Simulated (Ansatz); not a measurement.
According to plane-wave PAW PBE (Ansatz code), Cr₃NiC in the anti-perovskite structure (Pm-3m) relaxes to a = 3.790 Å. Ni has 12 nearest neighbours from 2.68 Å (cuboctahedral); C has 6 nearest neighbours from 1.89 Å (octahedral). Against the elements it lies at 0.14 eV/atom, with no fitted shifts.

Electronic character: metallic (no gap). The magnetic state found is non-magnetic (starting moments vanished).

An equation-of-state fit gives a bulk modulus of 245 GPa.

The start of the workflow was typed in or built on a structure type; neither database checked (COD, Materials Project) lists it. Its standing as an ambient phase is unchecked. The PBE relaxation kept the symmetry of its start; whether a distortion lowers the energy is not shown. The workflow began spin-polarised and lost its moments. The references are the lowest solids computed at this level, not always the standard phases.

Potentials: the earlier of the program's two PAW sets.
